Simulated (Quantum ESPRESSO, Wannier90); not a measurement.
**Wannier functions of BaF₂ (fluorite)**

Structure: Materials Project mp-1029, symmetrised, not relaxed again. COD (Crystallography Open Database) has an entry of this formula and space group (matched by these alone). Level: PBEsol, no spin polarisation, no spin-orbit coupling; pw.x of Quantum ESPRESSO at 68 Ry with PseudoDojo potentials, 8×8×8 k-points, Wannier90. Density: 8×8×8 mesh, cold smearing 0.01 Ry. Spin-orbit coupling is left out although heavy elements are present.

On the energy scale of pw.x, whose zero is arbitrary, the valence-band maximum lies at 2.94 eV.

Input w.win:

```
num_bands = 8
num_wann = 8
exclude_bands = 1,4-6,13-27
num_iter = 1000
conv_tol = 1.0e-6
conv_window = 4
write_hr = true
write_u_matrices = true
begin projections
f=-0.125000,-0.125000,-0.125000:s
f=0.125000,-0.375000,0.125000:s
f=0.125000,0.125000,0.125000:s
f=-0.375000,0.125000,0.125000:s
f=0.375000,-0.125000,-0.125000:s
f=-0.125000,-0.125000,0.375000:s
f=-0.125000,0.375000,-0.125000:s
f=0.125000,0.125000,-0.375000:s
end projections
begin unit_cell_cart
ang
    0.0000000000    3.1128650000    3.1128650000
    3.1128650000    0.0000000000    3.1128650000
    3.1128650000    3.1128650000    0.0000000000
end unit_cell_cart
begin atoms_frac
Ba   0.0000000000  0.0000000000  0.0000000000
F    0.2500000000  0.2500000000  0.2500000000
F   -0.2500000000 -0.2500000000 -0.2500000000
end atoms_frac
mp_grid = 8 8 8
begin kpoints
0.0000000000 0.0000000000 0.0000000000
0.0000000000 0.0000000000 0.1250000000
0.0000000000 0.0000000000 0.2500000000
... (509 more lines: the 8x8x8 mesh through Gamma)
end kpoints
```

Input of pw2wannier90.x that gives the overlap and projection files (equivalent; here they were cut from one run over all bands):

```
&inputpp
  outdir = './out'
  prefix = 'pwscf'
  seedname = 'w'
  write_amn = .true.
  write_mmn = .true.
/
```

Output w.wout (banner and timings cut):

```
                                    ------
                                    SYSTEM
                                    ------

                              Lattice Vectors (Ang)
                    a_1     0.000000   3.112865   3.112865
                    a_2     3.112865   0.000000   3.112865
                    a_3     3.112865   3.112865   0.000000

                   Unit Cell Volume:      60.32688  (Ang^3)

                        Reciprocal-Space Vectors (Ang^-1)
                    b_1    -1.009229   1.009229   1.009229
                    b_2     1.009229  -1.009229   1.009229
                    b_3     1.009229   1.009229  -1.009229

 *----------------------------------------------------------------------------*
 |   Site       Fractional Coordinate          Cartesian Coordinate (Ang)     |
 +----------------------------------------------------------------------------+
 | ba   1   0.00000   0.00000   0.00000   |    0.00000   0.00000   0.00000    |
 | f    1   0.25000   0.25000   0.25000   |    1.55643   1.55643   1.55643    |
 | f    2  -0.25000  -0.25000  -0.25000   |   -1.55643  -1.55643  -1.55643    |
 *----------------------------------------------------------------------------*
                                ------------
                                K-POINT GRID
                                ------------

             Grid size =  8 x  8 x  8      Total points =  512

 *---------------------------------- MAIN ------------------------------------*
 |  Number of Wannier Functions               :                 8             |
 |  Number of Objective Wannier Functions     :                 8             |
 |  Number of input Bloch states              :                 8             |
 |  Output verbosity (1=low, 5=high)          :                 1             |
 |  Timing Level (1=low, 5=high)              :                 1             |
 |  Optimisation (0=memory, 3=speed)          :                 3             |
 |  Length Unit                               :               Ang             |
 |  Post-processing setup (write *.nnkp)      :                 F             |
 |  Using Gamma-only branch of algorithms     :                 F             |
 *----------------------------------------------------------------------------*
 *------------------------------- WANNIERISE ---------------------------------*
 |  Total number of iterations                :              1000             |
 |  Number of CG steps before reset           :                 5             |
 |  Trial step length for line search         :             2.000             |
 |  Convergence tolerence                     :         0.100E-05             |
 |  Convergence window                        :                 4             |
 |  Iterations between writing output         :                 1             |
 |  Iterations between backing up to disk     :               100             |
 |  Write r^2_nm to file                      :                 F             |
 |  Write xyz WF centres to file              :                 F             |
 |  Write on-site energies <0n|H|0n> to file  :                 F             |
 |  Use guiding centre to control phases      :                 F             |
 |  Use phases for initial projections        :                 F             |
 *----------------------------------------------------------------------------*
 *-------------------------------- PLOTTING ----------------------------------*
 |  Plotting Hamiltonian in WF basis          :                 T             |
 *----------------------------------------------------------------------------*

       ... (k-mesh section left out)

 Starting a new Wannier90 calculation ...

 Reading overlaps from w.mmn

 Reading projections from w.amn

 *------------------------------- WANNIERISE ---------------------------------*
 +--------------------------------------------------------------------+<-- CONV
 | Iter  Delta Spread     RMS Gradient      Spread (Ang^2)            |<-- CONV
 +--------------------------------------------------------------------+<-- CONV

 ------------------------------------------------------------------------------
 Initial State
  WF centre and spread    1  ( -1.353915, -1.353915, -1.353915 )     1.37438710
  WF centre and spread    2  ( -1.353915,  1.353915, -1.353915 )     1.37438710
  WF centre and spread    3  (  1.353915,  1.353915,  1.353915 )     1.37438711
  WF centre and spread    4  (  1.353915, -1.353915, -1.353915 )     1.37438711
  WF centre and spread    5  ( -1.353915,  1.353915,  1.353915 )     1.37438711
  WF centre and spread    6  (  1.353915,  1.353915, -1.353915 )     1.37438711
  WF centre and spread    7  (  1.353915, -1.353915,  1.353915 )     1.37438711
  WF centre and spread    8  ( -1.353915, -1.353915,  1.353915 )     1.37438711
  Sum of centres and spreads (  0.000000,  0.000000, -0.000000 )    10.99509685

      0     0.110E+02     0.0000000000       10.9950968516  <-- CONV
        O_D=      0.0492909 O_OD=      5.2670842 O_TOT=     10.9950969 <-- SPRD
 ------------------------------------------------------------------------------
      1    -0.441E+01     0.9421062277        6.5886022701  <-- CONV
        O_D=      0.0702496 O_OD=      0.8396309 O_TOT=      6.5886023 <-- SPRD
      2    -0.373E+00     0.4315999824        6.2153156428  <-- CONV
        O_D=      0.0065034 O_OD=      0.5300905 O_TOT=      6.2153156 <-- SPRD
      3    -0.559E-01     0.1749127828        6.1594654198  <-- CONV
        O_D=      0.0039671 O_OD=      0.4767765 O_TOT=      6.1594654 <-- SPRD
      4    -0.274E-01     0.1180311479        6.1320241502  <-- CONV
        O_D=      0.0036846 O_OD=      0.4496178 O_TOT=      6.1320242 <-- SPRD
      5    -0.145E-01     0.1001789261        6.1175249454  <-- CONV
        O_D=      0.0022876 O_OD=      0.4365155 O_TOT=      6.1175249 <-- SPRD
       ... (lines left out)
     18    -0.267E-06     0.0004315596        6.1129830608  <-- CONV
        O_D=      0.0015444 O_OD=      0.4327169 O_TOT=      6.1129831 <-- SPRD
     19    -0.105E-06     0.0003379131        6.1129829560  <-- CONV
        O_D=      0.0015444 O_OD=      0.4327168 O_TOT=      6.1129830 <-- SPRD
     20    -0.697E-07     0.0001958195        6.1129828862  <-- CONV
        O_D=      0.0015444 O_OD=      0.4327167 O_TOT=      6.1129829 <-- SPRD
             <<<     Delta < 1.000E-06  over  4 iterations     >>>
             <<< Wannierisation convergence criteria satisfied >>>
 Final State
  WF centre and spread    1  ( -1.373795, -1.373795, -1.373795 )     0.76412286
  WF centre and spread    2  ( -1.373795,  1.373795, -1.373795 )     0.76412286
  WF centre and spread    3  (  1.373795,  1.373795,  1.373795 )     0.76412286
  WF centre and spread    4  (  1.373795, -1.373795, -1.373795 )     0.76412286
  WF centre and spread    5  ( -1.373795,  1.373795,  1.373795 )     0.76412286
  WF centre and spread    6  (  1.373795,  1.373795, -1.373795 )     0.76412286
  WF centre and spread    7  (  1.373795, -1.373795,  1.373795 )     0.76412286
  WF centre and spread    8  ( -1.373795, -1.373795,  1.373795 )     0.76412286
  Sum of centres and spreads (  0.000000,  0.000000, -0.000000 )     6.11298289

         Spreads (Ang^2)       Omega I      =     5.678721764
        ================       Omega D      =     0.001544443
                               Omega OD     =     0.432716680
    Final Spread (Ang^2)       Omega Total  =     6.112982886
```
